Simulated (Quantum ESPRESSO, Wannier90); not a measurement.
Au (fcc (Cu type)): Wannier90 run

```yaml
crystal:
  lattice:
    - [0.00000, 2.08564, 2.08564]
    - [2.08564, 0.00000, 2.08564]
    - [2.08564, 2.08564, 0.00000]
  atoms:
    - { symbol: Au, position: [0.00000, 0.00000, 0.00000] }
```

Structure: Materials Project mp-81, symmetrised, not relaxed again. This is the element's usual structure. Level: PBEsol, spinors with spin-orbit coupling; pw.x of Quantum ESPRESSO at 61 Ry with PseudoDojo potentials, 10×10×10 k-points, Wannier90. Density: 18×18×18 mesh, cold smearing 0.01 Ry.

Energies are relative to the Fermi level.

**Bands.** No gap over 0.05 eV opens at the Fermi level at this level of theory. 3 filled groups are cut off by gaps; the highest, bands 5–8, spans -52.35 to -52.17 eV and is Au 5p 100 %.

**Model.** 18 functions (Au spd) from bands 9-42, frozen to 1.50 eV, reach Ω_I = 15.03 Å² and follow pw.x to 2.8 meV rms (states up to 1.0 eV relative to the Fermi level).

**Frozen window.** Edge, Ω_I and misfit go -1.5 eV, 14.89 Å², 38 meV; -0.5 eV, 14.91 Å², 27 meV; 0.5 eV, 14.97 Å², 14 meV; 1.5 eV, 15.03 Å², 2.8 meV. Ω_I never falls as the edge rises, since each frozen state takes freedom from the choice of the smoothest subspace. The edges under the compared range leave its upper states unfrozen, and their misfit is the largest.

**No window.** Without a frozen window Ω_I drops to 14.39 Å² while the misfit grows to 412 meV: a small spread is no proof of good bands.

**Outer window.** The setting "only the lowest 26 of the kept bands" raises Ω_I to 18.34 Å², as fewer states are left to mix in, and the misfit goes to 2.0 meV.

**Stops.** With the frozen window to 16.34 eV the program stops (More states in the frozen window than target WFs). With the outer window to 17.37 eV the program stops (Energy window contains fewer states than number of target WFs).
